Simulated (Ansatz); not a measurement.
KZnF3:
```
KZnF3
1.0
    4.04634     0.00000     0.00000
    0.00000     4.04634     0.00000
    0.00000     0.00000     4.04634
K Zn F
1 1 3
Cartesian
  0.00000   0.00000   0.00000
  2.02317   2.02317   2.02317
  2.02317   2.02317   0.00000
  0.00000   2.02317   2.02317
  2.02317   0.00000   2.02317
```

x, y and z are the axes in which the lattice vectors are written.

Task: Give the high-frequency dielectric tensor and the Born effective charge tensors of the independent atoms from DFPT, the program Ansatz at the r²SCAN level (PAW).

Result: 
ε∞:
```
2.27  0.00  0.00
0.00  2.27  0.00
0.00  0.00  2.27
```
Z* of atom 1 (K), rows: field, columns: displacement, in e:
```
1.18  0.00  0.00
0.00  1.18  0.00
0.00  0.00  1.18
```
Z* of atom 2 (Zn), rows: field, columns: displacement, in e:
```
2.30  0.00  0.00
0.00  2.30  0.00
0.00  0.00  2.30
```
Z* of atom 3 (F), rows: field, columns: displacement, in e:
```
-0.90   0.00   0.00
 0.00  -0.90   0.00
 0.00   0.00  -1.69
```

Static charges for comparison (Bader): K1 +0.90, Zn2 +1.52, F3 -0.80 e. Born charges measure polarisation by displacement and can exceed these by far.

Space group Pm-3m (cubic perovskite). Symmetry was held in the r²SCAN relaxation.

Potentials: the later of the program's two PAW sets.
